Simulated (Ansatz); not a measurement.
⁴⁷Ti nuclear quadrupole resonance in TiO₂ at a changed volume

Cell: a structure deposited in the COD, relaxed with PBE at fixed cell and then changed (volume scaled by 1.02, ions relaxed).

Space group Pbca (No. 61); a = 5.1791, b = 9.2458, c = 5.4831 Å.

```
site  Wyckoff  site symmetry       x       y       z
  Ti       8c              1  0.1381  0.1290  0.9071
  O9       8c              1  0.4640  0.2296  0.8922
 O17       8c              1  0.8172  0.0100  0.8514
```

One atom of each set is listed.

The numbers come from a DFT calculation in Ansatz (PBE, plane waves and PAW, scalar-relativistic, 420 eV cutoff, Γ-centred 5×3×5 k-points, Fermi–Dirac smearing 0.02 eV).

⁴⁷Ti: I = 5/2, Q = 302.0 mb (year-2017 value). Static lattice, zero field.

Problem. At which frequencies do the ⁴⁷Ti NQR lines lie?

Solution. For I = 5/2 and η = 0 the lines are 3|C_Q|/20 and twice that; η pulls their ratio below 2. At large η the states mix, and weaker lines appear at sums of the main ones; lines under 5 % of the strongest are left out.

```tsv
site	atoms	V_zz (10²¹ V/m²)	C_Q (MHz)	η	line frequencies (MHz)
Ti	8	2.04	14.9	0.98	3.88, 3.95, 7.84
```

Problem. And for ⁴⁹Ti (I = 7/2, Q = 247.0 mb) on Ti?

Solution. C_Q scales with Q to 12.2 MHz, with lines at 1.63, 2.29, 2.34 MHz.

The relaxation (5 steps) took 50 s of wall time (3.2 min of CPU time) and 1.2 GiB at its peak, on 4 threads of Arm Neoverse V2 (aarch64; 8 cores open to the job, memory cap 8.0 GiB, no GPU), a shared host with a load of 1.0 a core.
